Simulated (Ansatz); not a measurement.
MgS (rock salt) is sheared across one {100} plane: the third cell vector gains the shift, so faults repeat every 7.8 Å. The cut lies between planes 2.61 Å apart; the cell height is held.

```
CELL_PARAMETERS angstrom
      3.69792     0.00000     0.00000
      0.00000     3.69792     0.00000
      1.84896     1.84896     7.84448
ATOMIC_POSITIONS crystal
  S  0.00000 0.00000 0.83333
  S  0.33333 0.33333 0.16667
  S  0.66667 0.66667 0.50000
  Mg 0.50000 0.50000 0.83333
  Mg 0.83333 0.83333 0.16667
  Mg 0.16667 0.16667 0.50000
```

In-plane vectors a = (3.698, 0.000) Å, b = (0.000, 3.698) Å, area 13.67 Å². The shift is s times the vector a (length 3.698 Å), so s = 1 restores the start. The shift is rigid: no atom relaxes. γ = [E(shift) − E(0)] / area.

The numbers are results of PBE (plane waves to 420 eV, PAW, scalar-relativistic; Ansatz, a quantum-chemistry and plane-wave program), not measurements. k mesh 8×8×8 (Γ-centred), Fermi-Dirac smearing 0.05 eV. Energies are extrapolated to zero smearing. Faults lie only 7.8 Å apart, and holding the cell height and the atoms raises γ above its relaxed value. MgS was relaxed with its symmetry unable to fall. γ is measured from zero shift.

| s | γ (mJ/m²) |
|---|---|
| 0.000 | 0 |
| 0.083 | 72 |
| 0.167 | withheld |
| 0.250 | 604 |
| 0.333 | 972 |
| 0.417 | 1278 |
| 0.500 | 1400 |
| 0.583 | 1278 |
| 0.667 | 972 |
| 0.750 | 604 |
| 0.833 | withheld |
| 0.917 | 72 |

Problem. Fit a Fourier form (three harmonics of 1 − cos and sin) to the given rows and predict γ at s = 0.833.

Solution. Least squares on the 10 given rows: γ = (696.1)·[1 − cos(2πs)] + (-48.0)·[1 − cos(4πs)], in mJ/m²; root-mean-square residual 3.5 mJ/m². At 0.833 the fit gives 276 mJ/m²; the calculation gives 282 mJ/m², so the interpolation is off by -6 (-2.1 %). 

(The slope of γ gives the shear force per area between the displaced halves; near zero shift its curvature is an elastic stiffness.)
